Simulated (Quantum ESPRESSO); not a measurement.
## MgZn2CaO4 (convergence and cost over cutoff and k mesh)

A calculation, not a measurement. The program is pw.x of Quantum ESPRESSO 7.5 (plane-wave density functional theory). The cell is made up: 8 atoms on a rocksalt lattice, with randomly drawn elements, strain and displacements, not relaxed. PseudoDojo standard norm-conserving files (v0.5 for PBE, v0.4.1 for LDA and PBEsol) set the functional; there is no spin polarisation, spin-orbit coupling or dispersion term, and the masses in the input are unused placeholders.

Input of the run in row 2:

```
&control calculation='scf', pseudo_dir='./dojo.nc.sr.pbe.v0_5.standard.upf', outdir='./o', disk_io='low', tprnfor=.true., tstress=.true. /
&system ibrav=0, nat=8, ntyp=4, nbnd=48, ecutwfc=84.00895049, nosym=.true., tot_charge=0,
 occupations='smearing', smearing='fd', degauss=0.0018374661
/
&electrons conv_thr=7.350e-09, electron_maxstep=60, /
ATOMIC_SPECIES
Ca 1.0 Ca.upf
Mg 1.0 Mg.upf
O 1.0 O.upf
Zn 1.0 Zn.upf
CELL_PARAMETERS angstrom
4.315 0.0 0.0
0.0 4.315 0.0
0.0 0.0 4.315
ATOMIC_POSITIONS angstrom
Mg -0.051 -0.0527 -0.0113
Zn -0.0413 2.0685 2.1161
Zn 2.1146 0.0238 2.168
Ca 2.2384 2.1233 -0.0413
O 2.187 0.0621 0.0809
O 2.2923 2.1922 2.0931
O 4.3548 0.0961 2.0909
O 4.2887 2.2448 -0.0704
K_POINTS automatic
4 4 4 1 1 1
```

The same cell was run at these settings. Meshes are shifted by half a step, and differences are from the last row, which is itself not exact.

| cutoff (eV) | k mesh | k points solved | threshold (eV) | free energy less the last row's (eV) | pressure (GPa) | largest stress difference (GPa) | largest force difference (eV/Å) | iterations | wall time (s) | k-point pools | processor |
| --- | --- | --- | --- | --- | --- | --- | --- | --- | --- | --- | --- |
| 800 | 2 x 2 x 2 | 4 | 1e-04 | 3.848 | -47.68 | 67.93 | 0.145 | 9 | 8 | 4 | Intel Xeon, 2023 or later |
| 1143 | 4 x 4 x 4 | 32 | 1e-07 | 0.001 | 20.10 | 0.04 | 0.002 | 12 | 38 | 4 | Intel Xeon, 2023 or later |
| 1437 | 6 x 6 x 6 | 108 | 1e-07 | 0.000 | 20.13 | 0.00 | 0.000 | 11 | 142 | 4 | Intel Xeon, 2023 or later |

Each pool is one process. Wall times include start-up and a band step at six k points, which weighs most on the coarsest meshes. The runs were on shared virtual cores whose load varied, so times are rough.